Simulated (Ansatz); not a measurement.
# Lattice vibrations of Ga4As3P at Γ

Computed with DFT PBE, scalar-relativistic, plane waves, PAW in Ansatz. Settings: 420 eV plane-wave cutoff, Γ-centred 6×6×6 mesh, fixed occupations. No spin polarisation. Phonons by linear response, acoustic sum rule imposed.

The cell, relaxed at this level:
```
Ga P As
1.0
     5.68374    0.00000    0.00000
     0.00000    5.68374    0.00000
     0.00000    0.00000    5.68374
Ga P As
4 1 3
Direct
  0.24535 0.75465 0.24535
  0.24535 0.24535 0.75465
  0.75465 0.75465 0.75465
  0.75465 0.24535 0.24535
  0.00000 0.00000 0.00000
  0.00000 0.50000 0.50000
  0.50000 0.50000 0.00000
  0.50000 0.00000 0.50000
```

The structure comes from a generated guess, relaxed at this level; another structure or a mixture of phases may lie lower. The run warned that its linear response isn't converged on this k mesh, so dielectric tensors, Born charges and infrared intensities are rough, and the frequencies may be too.

Problem. Give the high-frequency dielectric tensor ε∞.

Solution.
```
13.38  0.00  0.00
 0.00 13.38  0.00
 0.00  0.00 13.38
```

Problem. Give the Born effective charges.

Solution.
```csv
atom,Z*xx,Z*yy,Z*zz,mean
Ga (atom 1),2.21,2.21,2.21,2.21
P (atom 5),-2.50,-2.50,-2.50,-2.50
As (atom 6),-1.95,-2.19,-2.19,-2.11
```

Problem. How large is the static dielectric tensor with the ions free to move, and what share of it is ionic?

Solution.
```
15.6  0.0  0.0
 0.0 15.6  0.0
 0.0  0.0 15.6
```
The ions give 14 % of its trace.
